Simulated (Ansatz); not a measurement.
Relaxed Cd (hcp, Mg type):

```
Cd
1.0
    2.96202     0.00000     0.00000
   -1.48101     2.56519     0.00000
    0.00000     0.00000     5.79795
Cd
2
Direct
  0.33333   0.66667   0.75000
  0.66667   0.33333   0.25000
```

Two-dimensional scan of atom 2 (Cd, nearest neighbour Cd at 2.962 Å; its periodic images, 3.0 Å or more away, move with it): u runs along (0.707, 0.707, 0.000), v along (0.000, 0.000, 1.000) (Cartesian). Cell and other atoms are fixed.

These are r2SCAN (plane waves to 500 eV, PAW, scalar-relativistic; Ansatz, a program for electronic structure) values and carry that method's errors. k mesh 14×14×7 (Γ-centred), Fermi-Dirac smearing 0.05 eV. E stands for the smeared free energy. With partly filled bands, energies and forces of such displacements shift with the k mesh and the smearing. On this mesh the relaxed cell isn't quite at rest: it carries a pressure of 0.2 GPa (compression positive) at the zero of the scan. Cd was relaxed with its symmetry unable to fall. ΔE is measured from the undisplaced structure. Axes are in Å.

What ΔE (meV/cell) does the calculation give at all points of the grid u = -0.740, -0.370, 0.000, 0.370, 0.740 by v = -0.740, -0.370, 0.000, 0.370, 0.740?

ΔE (meV/cell), with u across and v down:

```csv
v \ u,-0.740,-0.370,0.000,0.370,0.740
-0.740,801,665,586,705,1086
-0.370,180,141,116,151,259
0.000,36,14,0,20,76
0.370,180,141,116,151,259
0.740,801,665,586,705,1086
```

(A displaced cell: forces are minus the slopes of the energy, force constants its curvatures, and phonons follow from these.)
